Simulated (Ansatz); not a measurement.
A relaxed cell of BaTiO3 (P4mm (No. 99)), relaxed on a k-mesh at least as fine as the one used below. Level of theory: PBE (plane waves to 420 eV, PAW, scalar-relativistic; Ansatz, a quantum-chemistry and plane-wave program). Γ-centred k-mesh 6×6×3 on the run's cell (coarser than for final values), Fermi–Dirac smearing 0.05 eV.

```
CELL_PARAMETERS angstrom
      3.98515     0.00000     0.00000
      0.00000     3.98515     0.00000
      0.00000     0.00000     8.40769
ATOMIC_POSITIONS crystal
  Ba 0.50000 0.50000 0.25498
  Ba 0.50000 0.50000 0.75498
  Ti 0.00000 0.00000 0.01364
  Ti 0.00000 0.00000 0.51364
  O  0.00000 0.50000 0.48939
  O  0.00000 0.50000 0.98939
  O  0.00000 0.00000 0.22909
  O  0.00000 0.00000 0.72909
  O  0.50000 0.00000 0.48939
  O  0.50000 0.00000 0.98939
```

The atoms are displaced along an unstable phonon of this cell by (Å):

| atom | ux | uy | uz |
|---|---|---|---|
| Ba1 | 0.000 | 0.017 | 0.000 |
| Ba2 | 0.000 | -0.017 | 0.000 |
| Ti3 | 0.000 | 0.139 | 0.000 |
| Ti4 | 0.000 | -0.139 | 0.000 |
| O5 | 0.000 | 0.150 | 0.000 |
| O6 | 0.000 | -0.150 | 0.000 |
| O7 | 0.000 | 0.001 | 0.000 |
| O8 | 0.000 | -0.001 | 0.000 |
| O9 | 0.000 | 0.104 | 0.000 |
| O10 | 0.000 | -0.104 | 0.000 |

Task: What forces (eV/Å) and pressure result?

Result: 
```tsv
atom	Fx	Fy	Fz
Ba1	0.00	0.11	-0.03
Ba2	0.00	-0.11	-0.03
Ti3	0.00	-2.45	-0.22
Ti4	0.00	2.45	-0.22
O5	0.00	-2.24	-0.20
O6	0.00	2.24	-0.20
O7	0.00	0.04	0.46
O8	0.00	-0.04	0.46
O9	0.00	-0.14	-0.01
O10	0.00	0.14	-0.01
```

Pressure +5.5 GPa.

Task: Estimate the energy cost of the displacement in the harmonic approximation and compare with the calculation.

Result: For a harmonic well ΔE = −½ Σ F·u = 0.690 eV a cell, or 69 meV/atom. The calculated energy relative to the undisplaced cell is +0.032 eV/atom, so anharmonic terms matter at this amplitude.

No spin polarisation in the result.

The run that gave the undisplaced cell could not lose the symmetry of its start.

The first start was generated by placing the elements on the sites of a structure type. A measured structure of BaTiO3 has the same space group, P4mm (No. 99); the sites were not compared with it.
